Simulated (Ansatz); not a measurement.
Total density of states per atom from DFT-PBE+D3(BJ) in the program Ansatz with PAW potentials, in 0.25 eV bins, energy from the valence-band maximum:

```tsv
E (eV)	states/eV/atom
-7.86	0.40
-7.61	0.48
-7.36	0.49
-7.11	0.51
-6.86	0.51
-6.61	0.65
-6.36	0.26
-6.11	0.16
-5.86	0.13
-5.61	0.11
-5.36	0.09
-5.11	0.18
-4.86	0.36
-4.61	0.50
-4.36	0.49
-4.11	0.58
-3.86	0.63
-3.61	0.75
-3.36	0.68
-3.11	0.71
-2.86	0.81
-2.61	0.77
-2.36	0.91
-2.11	0.96
-1.86	0.37
-1.61	0.49
-1.36	0.69
-1.11	0.62
-0.86	0.77
-0.61	0.59
-0.36	0.14
-0.11	0.02
0.14	0.00
0.39	0.00
0.64	0.00
0.89	0.03
1.14	0.21
1.39	0.44
1.64	0.48
1.89	0.68
2.14	0.60
2.39	0.64
2.64	0.54
2.89	0.83
3.14	0.95
3.39	0.67
3.64	0.61
3.89	0.62
4.14	0.62
4.39	0.73
4.64	0.76
4.89	0.54
5.14	0.69
5.39	0.55
```

Q: Pick the material that matches.
A. SiO, Pnma (Si on 4c, O on 4c)
B. SnSe2, R3m (Sn on 3a, Se on 3a, Se on 3a)
C. SnS, Pnma (Sn on 4c, S on 4c)
D. TiS2, CdI2 type

A: C, SnS, Pnma (Sn on 4c, S on 4c). Top 1 eV of the valence band: S 3p 56 %, Sn 5s 26 %, Sn 5p 15 %. Bottom 1 eV of the conduction band: Sn 5p 62 %, S 3p 15 %, S 3s 10 %, Sn 5s 9 %. Projections are on Löwdin-orthogonalised atomic valence shells; empty p or d shells of many metals are not among them.

The PBE+D3(BJ) relaxation kept the symmetry of its start. Scalar-relativistic: spin–orbit coupling is off unless named, which matters more the heavier the elements.

Potentials: the earlier of the program's two PAW sets.
